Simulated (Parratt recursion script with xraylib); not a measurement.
**X-ray reflectivity of single films on Al2O3: where the minima fall**

Model: specular X-ray reflectivity, Parratt recursion, Névot-Croce roughness, xraylib tables. Program: Parratt recursion script with xraylib 4.3.0.

Photon energy 8.048 keV (λ = 1.5406 Å), s polarisation. The grazing angle θ is scanned from 0.05° to 2.5° in 900 evenly spaced points, and the curve is smoothed with a Gaussian of 0.004° full width. A minimum is a scan point below both neighbours, placed by a parabola through ln R at the three points.

Each run is one film on Al2O3 (density 3.873 g/cm³, δ = 12.32 × 10⁻⁶, rms roughness 1.6 Å) under vacuum. The film surface has an rms roughness of 7.2 Å in all runs. The refractive index is n = 1 − δ + iβ. The table lists all minima between 0.5 and 0.9°.

| run | film | thickness d (Å) | density (g/cm³) | δ (10⁻⁶) | β (10⁻⁶) | minima at θ (°) |
|---|---|---|---|---|---|---|
| A | Si | 600 | 2.081 | 6.770 | 0.1622 | 0.522, 0.590, 0.660, 0.730, 0.800, 0.872 |
| B | Si | 600 | 2.313 | 7.525 | 0.1803 | 0.527, 0.595, 0.663, 0.733, 0.803, 0.874 |
| C | Si | 600 | 1.619 | 5.267 | 0.1262 | 0.513, 0.582, 0.652, 0.723, 0.794, 0.866 |
| D | Si | 300 | 2.081 | 6.770 | 0.1622 | ? |

Densities are inputs, not measurements. They were set from computed cells of the Materials Project: Si from entry mp-149 (Fd-3m, 2.313 g/cm³, taken at 70, 90 and 100 %); Al2O3 from entry mp-1143 (R-3c, 3.873 g/cm³). A layer's crystal structure does not enter its constants, only its composition and density.

**Question.** How many minima does run D have between 0.5 and 0.9°, and where?

**Answer.** Inside a film the fringe order is m = (2d/λ)(sin²θ − 2δ)^½, with the film's own δ. Where the film's δ lies between zero and the substrate's, its two faces reflect with the same sign, and minima are expected at half-integer m.

- Run A, δ between zero and the substrate's: the minima give m = 6.49, 7.49, 8.50, 9.50, 10.49, 11.50.
- Run B, δ between zero and the substrate's: the minima give m = 6.50, 7.50, 8.49, 9.50, 10.49, 11.49.
- Run C, δ between zero and the substrate's: the minima give m = 6.50, 7.50, 8.50, 9.50, 10.49, 11.50.

In run D the film's δ lies between zero and the substrate's, so take half-integer m. The window runs from m = 3.08 to 5.95 and holds m = 3.5, 4.5, 5.5. Then sin²θ = 2δ + (mλ/2d)² gives θ = 0.556, 0.695, 0.836°.

The run has 3 minima, at 0.556, 0.694, 0.836°. The largest distance from one of them to an estimated minimum is 0.001°, against a mean spacing of 0.140°.
